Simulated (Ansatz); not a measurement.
ScSi (CsCl type, space group No. 221) under volume change, r²SCAN (plane waves, PAW; program Ansatz), scaled uniformly.

| V (Å³/atom) | E − E(relaxed) (meV/atom) | P (GPa) |
|---|---|---|
| 16.651 | 47.3 | 9.91 |
| 17.200 | 20.0 | 6.13 |
| 17.749 | 4.7 | 2.83 |
| 18.298 | 0.0 | 0.00 |
| 18.847 | ___ | ___ |
| 19.396 | ___ | ___ |
| 19.945 | 35.3 | -6.44 |

Complete the blanks.


- 19.396, E − E(relaxed) (meV/atom): 16.4
- 19.396, P (GPa): -4.57
- 18.847, E − E(relaxed) (meV/atom): 4.3
- 18.847, P (GPa): -2.44

What does a third-order Birch–Murnaghan fit give for V₀, B₀ and B′?

V₀ = 18.30 Å³/atom, B₀ = 87.9 GPa, B′ = 3.8.

Space group Pm-3m (CsCl type). A made-up cell: these elements were put on the sites of a structure type; neither database checked (COD, Materials Project) lists it. Its standing as an ambient phase is unchecked. The cell was relaxed with r²SCAN under the symmetry of its start. At this level the phase is mechanically unstable. No spin polarisation was allowed.

Potentials: the later of the program's two PAW sets.
